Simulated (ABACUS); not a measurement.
# How a calculation on CdS (P6_3mc, 4 atoms in the cell; from Materials Project mp-672) responds to its settings

```yaml
crystal:
  lattice:
    - [4.16884, 0.00000, 0.00000]
    - [-2.08442, 3.61032, 0.00000]
    - [0.00000, 0.00000, 6.77962]
  atoms:
    - { symbol: Cd, position: [0.66667, 0.33333, 0.50022] }
    - { symbol: Cd, position: [0.33333, 0.66667, 0.00022] }
    - { symbol: S, position: [0.66667, 0.33333, 0.87678] }
    - { symbol: S, position: [0.33333, 0.66667, 0.37678] }
```

Base run A: PBE, PseudoDojo 0.5 standard norm-conserving PBE (tails mended) pseudopotentials run with ABACUS, self-consistent single point.

Its settings: KPT = MP 5 5 3 0 0 0; basis_type = pw; ecutwfc = 102 Ry; smearing_method = gaussian; smearing_sigma = 0.00146997 Ry; potentials = PseudoDojo 0.5 standard norm-conserving PBE (tails mended); symmetry = 1; ks_solver = dav_subspace; scf_nmax = 100; scf_thr = 1.0e-09 Ry; mixing_type = broyden; mixing_beta = 0.7.

The structure comes from a collection of computed structures, made at another level of theory; the collection holds predicted forms beside known ones.

ΔF is the free energy per atom less that of run A. 

Run A gave: pressure (GPa) 1.16; largest force (eV/Å) 0.001.

Runs:
- B: lattice vector c scaled by 0.98
- C: lattice vector c scaled by 0.99
- D: lattice vector c scaled by 1.01
- E: lattice vector c scaled by 1.02

Question: What does run B change against A?

Answer: The free energy rises by 8.1 meV/atom, the pressure goes from 1.16 to 2.44 GPa and the largest force goes from 0.001 to 0.169 eV/Å.

Question: What does run C change against A?

Answer: The free energy goes up by 2.9 meV/atom, the pressure goes from 1.16 to 1.77 GPa and the largest force goes from 0.001 to 0.077 eV/Å.

| run | ΔF (meV/atom) | pressure (GPa) | largest force (eV/Å) |
|---|---|---|---|
| A | 0.00 | 1.16 | 0.001 |
| B | 8.1 | 2.44 | 0.169 |
| C | 2.9 | 1.77 | 0.077 |
| D | -0.96 | 0.60 | 0.062 |
| E | -0.14 | 0.08 | 0.112 |

“Tails mended”: in these copies of the files the far tail of each local potential was reset to the Coulomb form.
